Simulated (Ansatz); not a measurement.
GaN (rock salt, Fm-3m), DFT-r²SCAN in the program Ansatz with PAW potentials. The conduction-band minimum lies at X, with 3 equivalent valleys. Second derivatives d²E/dk² of the lowest band at one valley (eV·Å²), along Cartesian directions:

```tsv
direction	d²E/dk²
[100]	16.70
[010]	39.30
[001]	39.30
[110]	28.00
[101]	28.00
[011]	39.28
```

Q: Find the principal effective masses, the density-of-states mass and the conductivity mass.

A: Off-diagonal terms follow from H_xy = H[110] − (H_xx + H_yy)/2, and m*/mₑ = 7.620 eV·Å² over each eigenvalue: 0.19, 0.19, 0.46. One valley's DOS mass (m₁m₂m₃)^(1/3) = 0.26, conductivity mass 3/(Σ 1/mᵢ) = 0.24 mₑ.

Q: What effective density of states Nc follows at 300 K for parabolic valleys?

A: Nc = 2.509e19 × 3 × (0.26)^(3/2) ≈ 1.0e19 cm⁻³.

Q: With the computed static dielectric constant 51.9 (mean of the diagonal), estimate a hydrogenic donor's binding energy and radius.

A: E = 13.606 eV × 0.24/51.9² ≈ 1.2 meV; a = 0.529 Å × ε/m* ≈ 110 Å. Semilocal masses tend to be too small where the gap is.

Q: With ε∞ = 7.28 and ω_LO = 673 cm⁻¹, what Fröhlich coupling constant follows?

A: α = (1/ε∞ − 1/ε0) √(m* × 13.606 eV/ħω_LO) = 0.74.

This is a known high-pressure phase of the composition, computed here at zero pressure and temperature. The r²SCAN relaxation kept the symmetry of its start; phonons on a q-mesh show no instability. Scalar-relativistic: spin–orbit coupling is off unless named, which matters more the heavier the elements.

Potentials: the earlier of the program's two PAW sets.
